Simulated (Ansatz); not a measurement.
## Band table of Ni (fcc type)

```
CELL_PARAMETERS angstrom
0.00000 1.26110 1.26110
1.26110 0.00000 1.26110
1.26110 1.26110 0.00000
ATOMIC_POSITIONS crystal
Ni 0.00000 0.00000 0.00000
```

The base cell comes from a relaxation on PAW files under the same functional, and the cell shown is scaled from it.

Computed with Ansatz 0.2.0; functional LDA, scalar-relativistic. Settings: a Γ-centred 21×21×21 k mesh, Fermi–Dirac smearing of 0.05 eV, spin-polarised from start moments Ni 1 μB. Methods: LAPW: all electrons, basis error target 1 meV/atom.

This run: volume at 0.4 of the series' base cell.

The start moments died away, and the runs ended non-magnetic. The structure type is held throughout; the real material can change phase at far lower pressure.

Path points, in fractions of the reciprocal vectors: Γ (0.000, 0.000, 0.000), X (0.500, 0.000, 0.500), U (0.625, 0.250, 0.625), K (0.375, 0.375, 0.750), L (0.500, 0.500, 0.500), W (0.500, 0.250, 0.750). The distance column jumps between branches of the path. Levels in eV from the Fermi level; bands 8 to 13, counted from the lowest band of the run. The gap is zero, the pressure 1938 GPa.

```
# k(1/Å) point b8 b9 b10 b11 b12 b13
0.000 Γ -16.24 -8.14 -8.14 -8.14 -3.31 -3.31
0.311 - -15.76 -8.51 -7.88 -7.88 -3.68 -3.20
0.623 - -14.49 -9.52 -7.13 -7.13 -4.61 -2.88
0.934 - -13.11 -10.90 -5.94 -5.94 -5.33 -2.38
1.246 - -13.01 -12.36 -4.40 -4.40 -4.33 -1.78
1.557 - -14.26 -13.68 -2.66 -2.66 -1.45 -1.15
1.868 - -15.71 -14.71 -0.98 -0.98 -0.60 2.13
2.180 - -16.75 -15.36 -0.22 0.32 0.32 5.34
2.491 X -17.12 -15.58 -0.09 0.81 0.81 6.75
2.601 - -17.07 -15.53 -0.15 0.56 0.79 7.03
2.711 - -16.93 -15.38 -0.32 -0.08 0.73 7.77
2.821 - -16.71 -15.12 -0.93 -0.59 0.63 8.79
2.932 - -16.43 -14.75 -1.87 -0.95 0.48 9.95
3.042 - -16.09 -14.28 -2.82 -1.38 0.30 11.20
3.152 - -15.72 -13.72 -3.77 -1.85 0.08 12.51
3.262 - -15.31 -13.10 -4.68 -2.34 -0.18 13.85
3.372 U -14.87 -12.44 -5.55 -2.85 -0.47 15.21
4.897 K -14.87 -12.44 -5.55 -2.85 -0.47 15.21
5.228 - -13.37 -10.55 -7.80 -4.25 -1.53 12.61
5.558 - -11.71 -9.41 -9.39 -5.27 -2.78 8.48
5.888 - -10.34 -10.29 -9.08 -5.74 -4.10 4.57
6.219 - -10.88 -10.46 -8.11 -5.64 -5.39 1.04
6.549 - -12.50 -10.02 -7.25 -6.52 -5.08 -1.69
6.879 - -14.30 -9.22 -7.39 -7.29 -4.29 -3.04
7.209 - -15.70 -8.45 -7.95 -7.86 -3.59 -3.31
7.540 Γ -16.24 -8.14 -8.14 -8.14 -3.31 -3.31
7.809 - -15.88 -8.33 -7.99 -7.99 -3.41 -3.41
8.079 - -14.92 -8.75 -7.64 -7.64 -3.60 -3.60
8.349 - -13.81 -8.88 -7.33 -7.33 -3.59 -3.59
8.618 - -13.43 -7.82 -7.37 -7.37 -3.07 -3.07
8.888 - -13.81 -7.72 -7.72 -5.60 -2.13 -2.13
9.158 - -14.34 -8.13 -8.13 -3.04 -1.11 -1.11
9.427 - -14.72 -8.42 -8.42 -0.91 -0.34 -0.34
9.697 L -14.86 -8.53 -8.53 -0.05 -0.05 -0.04
9.917 - -14.66 -8.78 -8.35 -2.14 -0.09 2.22
10.137 - -14.08 -9.49 -7.80 -4.02 -0.19 4.61
10.358 - -13.25 -10.46 -6.92 -5.67 -0.33 7.08
10.578 - -12.31 -11.51 -7.08 -5.82 -0.46 9.60
10.798 - -12.47 -11.38 -8.23 -4.76 -0.40 12.14
11.018 - -13.22 -10.58 -9.09 -4.12 0.00 14.67
11.238 - -13.70 -10.01 -9.62 -3.95 0.56 17.13
11.459 W -13.86 -9.80 -9.80 -3.95 0.82 18.81
11.614 - -14.03 -11.05 -8.44 -3.75 0.82 17.11
11.770 - -14.48 -12.19 -7.00 -3.23 0.82 15.38
11.926 - -15.08 -13.18 -5.49 -2.52 0.82 13.62
12.081 - -15.72 -14.02 -3.94 -1.77 0.82 11.87
12.237 - -16.29 -14.69 -2.39 -1.09 0.82 10.16
12.393 - -16.74 -15.18 -0.92 -0.55 0.81 8.57
12.549 - -17.03 -15.48 -0.21 0.29 0.81 7.29
12.704 X -17.12 -15.58 -0.09 0.81 0.81 6.75
```
